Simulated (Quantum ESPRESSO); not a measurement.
## Si2BPC4 (input and log of a self-consistent run)

Computed values, not a measurement. The program is pw.x of Quantum ESPRESSO 7.5 (plane-wave density functional theory). The cell is made up: 8 atoms on a wurtzite lattice, with randomly drawn elements, strain and displacements, not relaxed. PseudoDojo standard norm-conserving files (v0.5 for PBE, v0.4.1 for LDA and PBEsol) set the functional; there is no spin polarisation, spin-orbit coupling or dispersion term, and the masses in the input are unused placeholders.

Input:

```
&control calculation='scf', pseudo_dir='./dojo.nc.sr.pbe.v0_5.standard.upf', outdir='./o', disk_io='medium', tprnfor=.true., tstress=.true. /
&system ibrav=0, nat=8, ntyp=4, nbnd=22, ecutwfc=82.02448710, nosym=.true., tot_charge=0,
 occupations='smearing', smearing='fd', degauss=0.0018374661
/
&electrons conv_thr=7.350e-09, electron_maxstep=60, /
ATOMIC_SPECIES
B 1.0 B.upf
C 1.0 C.upf
P 1.0 P.upf
Si 1.0 Si.upf
CELL_PARAMETERS angstrom
3.0245 -0.0295 -0.005
-0.0511 5.2846 0.0006
-0.0081 0.0005 4.9514
ATOMIC_POSITIONS angstrom
Si 0.0453 -0.0719 0.0569
Si 1.4507 2.6536 -0.0544
B 1.5739 0.7404 2.4289
P -0.0453 3.5264 2.571
C -0.1525 0.0609 1.8795
C 1.6086 2.5057 1.9517
C 1.4288 0.7414 4.4932
C -0.0287 3.5415 4.1598
K_POINTS automatic
6 4 4 1 1 1
```

The log is shortened where brackets say so; the opening notice, blank lines, dates and the lines on written files are dropped, and the path of the files is cut. It prints rydbergs, bohrs and kilobars, and counts compression as positive stress.

```
     Program PWSCF v.7.5
     Parallel version (MPI & OpenMP), running on       1 processor cores
     Number of MPI processes:                 1
     Threads/MPI process:                     1
     [start-up lines left out]
     bravais-lattice index     =            0
     lattice parameter (alat)  =       5.7158  a.u.
     unit-cell volume          =     534.0085 (a.u.)^3
     number of atoms/cell      =            8
     number of atomic types    =            4
     number of electrons       =        32.00
     number of Kohn-Sham states=           22
     kinetic-energy cutoff     =      82.0245  Ry
     charge density cutoff     =     328.0979  Ry
     scf convergence threshold =      7.3E-09
     mixing beta               =       0.7000
     number of iterations used =            8  plain     mixing
     Exchange-correlation= PBE
                           (   1   4   3   4   0   0   0)
     [axes and pseudopotential details left out]
   Cartesian axes
     site n.     atom                  positions (alat units)
         1        Si     tau(   1) = (   0.0149769  -0.0237714   0.0188121  )
         2        Si     tau(   2) = (   0.4796261   0.8773252  -0.0179856  )
         3        B      tau(   3) = (   0.5203581   0.2447888   0.8030356  )
         4        P      tau(   4) = (  -0.0149769   1.1658877   0.8500163  )
         5        C      tau(   5) = (  -0.0504191   0.0201346   0.6213946  )
         6        C      tau(   6) = (   0.5318305   0.8284270   0.6452652  )
         7        C      tau(   7) = (   0.4723855   0.2451194   1.4855282  )
         8        C      tau(   8) = (  -0.0094887   1.1708801   1.3753005  )
     number of k points=    48  Fermi-Dirac smearing, width (Ry)=  0.0018
                       cart. coord. in units 2pi/alat
        k(    1) = (   0.0841695   0.0723491   0.0764888), wk =   0.0416667
        k(    2) = (   0.0844219   0.0723342   0.2292060), wk =   0.0416667
     [further k points left out]
     Dense  grid:    53643 G-vectors     FFT dimensions: (  36,  60,  54)
     Estimated max dynamical RAM per process >      62.01 MB
     Initial potential from superposition of free atoms
     starting charge      31.9982, renormalised to      32.0000
     Starting wfcs are   32 randomized atomic wfcs
     total cpu time spent up to now is        6.1 secs
     per-process dynamical memory:    49.4 Mb
     Self-consistent Calculation
     iteration #  1     ecut=    82.02 Ry     beta= 0.70
     Davidson diagonalization with overlap
     ethr =  1.00E-02,  avg # of iterations =  3.2
     total cpu time spent up to now is       17.5 secs
     total energy              =     -84.03579794 Ry
     estimated scf accuracy    <       1.59704097 Ry
     iteration #  2     ecut=    82.02 Ry     beta= 0.70
     Davidson diagonalization with overlap
     ethr =  4.99E-03,  avg # of iterations =  2.3
     total cpu time spent up to now is       27.5 secs
     total energy              =     -84.37877187 Ry
     estimated scf accuracy    <       1.16291361 Ry
     iteration #  3     ecut=    82.02 Ry     beta= 0.70
     Davidson diagonalization with overlap
     ethr =  3.63E-03,  avg # of iterations =  2.0
     total cpu time spent up to now is       37.7 secs
     total energy              =     -84.62619696 Ry
     estimated scf accuracy    <       0.09809388 Ry
     iteration #  4     ecut=    82.02 Ry     beta= 0.70
     Davidson diagonalization with overlap
     ethr =  3.07E-04,  avg # of iterations =  4.3
     total cpu time spent up to now is       49.6 secs
     total energy              =     -84.64708662 Ry
     estimated scf accuracy    <       0.00427470 Ry
     iteration #  5     ecut=    82.02 Ry     beta= 0.70
     Davidson diagonalization with overlap
     c_bands:  1 eigenvalues not converged
     ethr =  1.34E-05,  avg # of iterations = 10.0
     total cpu time spent up to now is       64.2 secs
     total energy              =     -84.64810609 Ry
     estimated scf accuracy    <       0.00275586 Ry
     [iterations 6 to 8 left out]
     iteration #  9     ecut=    82.02 Ry     beta= 0.70
     Davidson diagonalization with overlap
     ethr =  2.31E-08,  avg # of iterations =  2.0
     total cpu time spent up to now is      108.6 secs
     total energy              =     -84.64859242 Ry
     estimated scf accuracy    <       0.00000044 Ry
     iteration # 10     ecut=    82.02 Ry     beta= 0.70
     Davidson diagonalization with overlap
     ethr =  1.36E-09,  avg # of iterations =  4.0
     total cpu time spent up to now is      121.2 secs
     total energy              =     -84.64859254 Ry
     estimated scf accuracy    <       0.00000016 Ry
     iteration # 11     ecut=    82.02 Ry     beta= 0.70
     Davidson diagonalization with overlap
     ethr =  5.04E-10,  avg # of iterations =  2.0
     total cpu time spent up to now is      133.9 secs
     total energy              =     -84.64859256 Ry
     estimated scf accuracy    <       0.00000001 Ry
     iteration # 12     ecut=    82.02 Ry     beta= 0.70
     Davidson diagonalization with overlap
     ethr =  3.91E-11,  avg # of iterations =  3.9
     total cpu time spent up to now is      148.5 secs
     total energy              =     -84.64859257 Ry
     estimated scf accuracy    <       0.00000001 Ry
     iteration # 13     ecut=    82.02 Ry     beta= 0.70
     Davidson diagonalization with overlap
     ethr =  3.39E-11,  avg # of iterations =  2.0
     total cpu time spent up to now is      158.7 secs
     End of self-consistent calculation
     [lines on levels left out]
!    total energy              =     -84.64859257 Ry
     estimated scf accuracy    <          8.4E-10 Ry
     smearing contrib. (-TS)   =      -0.00000000 Ry
     internal energy E=F+TS    =     -84.64859257 Ry
     The total energy is F=E-TS. E is the sum of the following terms:
     one-electron contribution =      20.23267100 Ry
     hartree contribution      =       9.77055048 Ry
     xc contribution           =     -30.17818720 Ry
     ewald contribution        =     -84.47362684 Ry
     convergence has been achieved in  13 iterations
     Forces acting on atoms (cartesian axes, Ry/au):
     atom    1 type  4   force =    -0.14508242    0.04113842   -0.00159618
     atom    2 type  4   force =     0.03553996   -0.12603770    0.02880253
     atom    3 type  1   force =    -0.08808366    0.05454520    0.05693590
     atom    4 type  3   force =     0.03283705    0.02644291   -0.26405309
     atom    5 type  2   force =     0.10946634   -0.09603034    0.07202892
     atom    6 type  2   force =    -0.07273943    0.01777626   -0.02827052
     atom    7 type  2   force =     0.14788479    0.12113446   -0.14498096
     atom    8 type  2   force =    -0.01982263   -0.03896919    0.28113339
     Total force =     0.545444     Total SCF correction =     0.000025
     Computing stress (Cartesian axis) and pressure
          total   stress  (Ry/bohr**3)                   (kbar)     P=       -7.15
  -0.00017734   0.00060318  -0.00012384          -26.09       88.73      -18.22
   0.00060318  -0.00115688   0.00004317           88.73     -170.18        6.35
  -0.00012384   0.00004317   0.00118836          -18.22        6.35      174.81
     init_run     :      5.81s CPU      5.94s WALL (       1 calls)
     electrons    :    142.37s CPU    152.59s WALL (       1 calls)
     forces       :      2.20s CPU      2.24s WALL (       1 calls)
     stress       :      8.38s CPU      8.43s WALL (       1 calls)
     [timing details left out]
     PWSCF        :   2m38.94s CPU   2m49.48s WALL
     JOB DONE.
```

In other units: free energy -1151.703 eV for the cell, pressure -0.72 GPa, largest force component 7.228 eV/Å. A rerun of a related cell, with the same atoms placed differently, at 1347 eV and a 8 x 6 x 6 mesh moved values by no more than 0.003 eV in energy, 0.17 GPa in stress and 0.010 eV/Å in force.